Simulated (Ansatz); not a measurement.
Take a crystal in which Ba has been replaced by Ca on all its sites, with the cell rescaled by a rough guess (in some cases also distorted within its space group) and nothing relaxed:

```xyz
1
Lattice="3.4595 0.0000 0.0000 0.0000 3.4595 0.0000 0.0000 0.0000 3.4595" Properties=species:S:1:pos:R:3 pbc="T T T"
Ca    0.0000    0.0000    0.0000
```

Level of theory: DFT PBEsol, scalar-relativistic, plane waves, PAW (Ansatz).

Plane waves to 420 eV, a k mesh through Γ of 12×12×12 on the computed 1-atom cell and Gaussian smearing (0.10 eV); no spin polarisation.

Q: What pressure does the cell carry?

A: The pressure is -0.1 GPa (positive in compression), so the cell would hardly change its volume.

Q: Is it a metal on this mesh?

A: Yes, a band crosses the Fermi level.

This simple cubic form isn't the element's structure at ambient conditions.